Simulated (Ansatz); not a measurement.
Hf2Si:
```
CELL_PARAMETERS angstrom
     -3.27951     3.27951     2.58406
      3.27951    -3.27951     2.58406
      3.27951     3.27951    -2.58406
ATOMIC_POSITIONS crystal
  Hf 0.34347 0.15653 0.50000
  Hf 0.65653 0.84347 0.50000
  Hf 0.15653 0.65653 0.81306
  Hf 0.84347 0.34347 0.18694
  Si 0.25000 0.25000 0.00000
  Si 0.75000 0.75000 0.00000
```

Relaxed with r²SCAN. Special points in fractions of this cell's reciprocal vectors: Γ (0.000, 0.000, 0.000); X (0.000, 0.000, 0.500); M (-0.500, 0.500, 0.500); Z (0.405, 0.405, -0.405); Z0 (-0.405, 0.595, 0.405); P (0.250, 0.250, 0.250); N (0.000, 0.500, 0.000).

Problem. List the band energies nearest the Fermi level at these points for plane-wave PAW r²SCAN (Ansatz code).

Solution. In eV from the Fermi level; about four levels below and three above (degenerate sets whole), none deeper than 8.9 eV; points with the same levels are listed once.

```csv
k,below,above
Γ,-1.43 -1.43 -1.19 -1.01,2.20 2.25 2.29
X,-1.59 -1.19 -0.85 -0.55,1.40 1.46 1.83
M,-2.13 -2.13 -0.90 -0.55,0.08 0.34 0.41 0.41
Z,-2.15 -2.15 -1.10 -0.30 -0.08,0.60 0.60 0.84
P,-0.91 -0.91 -0.73 -0.73,0.31 0.31 2.36 2.36
N,-0.84 -0.84 -0.56 -0.56,0.19 0.19 2.13 2.13
```

Space group I4/mcm. The workflow started from a Materials Project entry (that database holds measured and hypothetical structures alike); the Crystallography Open Database copy checked does not list it. Its standing as an ambient phase is unchecked. The cell was relaxed with r²SCAN under the symmetry of its start; whether a distortion lowers the energy is not shown. The run is not spin-polarised. Scalar-relativistic: spin–orbit coupling is off unless named, which matters more the heavier the elements.

Potentials: the later of the program's two PAW sets.
